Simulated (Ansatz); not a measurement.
IrO2:
```
CELL_PARAMETERS angstrom
      4.52854     0.00000     0.00000
      0.00000     4.52854     0.00000
      0.00000     0.00000     3.18050
ATOMIC_POSITIONS crystal
  Ir 0.00000 0.00000 0.00000
  Ir 0.50000 0.50000 0.50000
  O  0.30855 0.30855 0.00000
  O  0.80855 0.19145 0.50000
  O  0.19145 0.80855 0.50000
  O  0.69145 0.69145 0.00000
```

Relaxed with PBE. Special points in fractions of this cell's reciprocal vectors: Γ (0.000, 0.000, 0.000); X (0.000, 0.500, 0.000); M (0.500, 0.500, 0.000); Z (0.000, 0.000, 0.500); R (0.000, 0.500, 0.500); A (0.500, 0.500, 0.500).

Q: List the band energies nearest the Fermi level at these points for PBE (plane waves, PAW; program Ansatz).

A: In eV from the Fermi level; about four levels below and three above (degenerate sets whole), none deeper than 8.9 eV; points with the same levels are listed once.

```csv
k,below,above
Γ,-2.36 -2.36 -2.30 -2.24 -2.14,0.73 1.21 4.10 4.10 4.10
X,-1.28 -1.28 -0.28 -0.28,3.53 3.53 3.54 3.54
M,-2.43 -2.43 -2.32 -2.32,0.20 0.20 2.43 2.43
Z,-1.85 -1.85 -0.68 -0.68,0.25 0.25 2.24 2.24
R,-2.68 -2.68 -1.74 -1.74,0.52 0.52 1.10 1.10
A,-1.19 -1.19 -0.46 -0.46,2.20 2.20 3.17 3.17
```

Space group P4_2/mnm (rutile). Symmetry was held in the PBE relaxation. No spin polarisation was allowed. Spin–orbit coupling is left out wherever it is not named.

Potentials: the later of the program's two PAW sets.
